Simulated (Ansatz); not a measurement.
## Vibrations of Sb (R-3m) by finite displacements

```yaml
crystal:
  lattice:
    - [2.16087, 1.24758, 3.68676]
    - [-2.16087, 1.24758, 3.68676]
    - [0.00000, -2.49516, 3.68676]
  atoms:
    - { symbol: Sb, position: [0.23571, 0.23571, 0.23571] }
    - { symbol: Sb, position: [0.76429, 0.76429, 0.76429] }
```

Level of theory, where no other is named: PBEsol, PAW on Ansatz 0.2.0's default frozen-core files (fitted under PBE), scalar-relativistic. k mesh 12×12×12, Fermi-Dirac smearing of 0.050 eV, cutoff 420 eV. The cell was relaxed by PAW under this functional.

Atoms are displaced by 0.0025 Å in the smallest supercells that hold the wave vectors of a 2×2×2 mesh. Negative values stand for unstable modes.

Q: What are the phonon energies at the solved wave vectors, in cm⁻¹?

A: 

```csv
q,point,modes (cm⁻¹)
0.000 0.000 0.000,Gamma,"92.2 (×2), 140.8"
0.500 0.000 0.000,L,"75.4, 89.5, 90.6, 139.1, 141.1, 152.8"
0.500 0.500 0.000,F,"43.1, 47.9, 58.3, 115.4, 124.0, 135.3"
0.500 0.500 0.500,T,"65.7 (×2), 85.9, 146.0 (×2), 161.4"
```

Q: Is the structure dynamically stable at these wave vectors?

A: Yes, no mode is unstable there; wave vectors off this mesh aren't tested.

Q: How do the optical zone-centre modes decompose, and which are active?

A: Point group -3m: Γ_opt = Eg + A1g.

```
label   cm⁻¹  activity      mostly
   Eg   92.2     Raman  Sb (100 %)
  A1g  140.8     Raman  Sb (100 %)
```

Q: The cell is scaled evenly to 58.441 and 60.827 Å³ (from 59.634), with free atoms relaxed and the shape held, so these aren't the values under hydrostatic pressure. What are the mode Grüneisen parameters γ = −d ln ω/d ln V?

A: For the highest mode, 162.7 cm⁻¹ in the small cell and 159.8 in the large one give γ ≈ 0.45. From the change of the dynamical matrix on each mode:

| point | cm⁻¹ | γ |
| --- | --- | --- |
| Gamma | 92.2 | -1.26 |
| Gamma | 140.8 | -0.51 |
| L | 75.4 | 2.47 |
| L | 89.5 | 2.25 |
| L | 90.6 | 1.96 |
| L | 139.1 | 0.69 |
| L | 141.1 | 0.91 |
| L | 152.8 | 0.68 |
| F | 43.1 | -1.35 |
| F | 47.9 | -0.98 |
| F | 58.3 | -1.17 |
| F | 115.4 | 1.72 |
| F | 124.0 | 1.46 |
| F | 135.3 | 0.66 |
| T | 65.7 | 3.30 |
| T | 85.9 | 3.05 |
| T | 146.0 | 0.46 |
| T | 161.4 | 0.44 |

Weighted by the modes' heat capacities at 300 K, the mean on this mesh is 0.79; it moves with the q mesh, and a coarse one overweights the zone boundary. Rows under −0.05 (5 here) are modes that soften under compression and pull towards negative thermal expansion.

Limits of these numbers: frozen-core PAW files fitted under PBE, their cores solved anew for the functional of the run; responses of metals move with mesh and smearing.
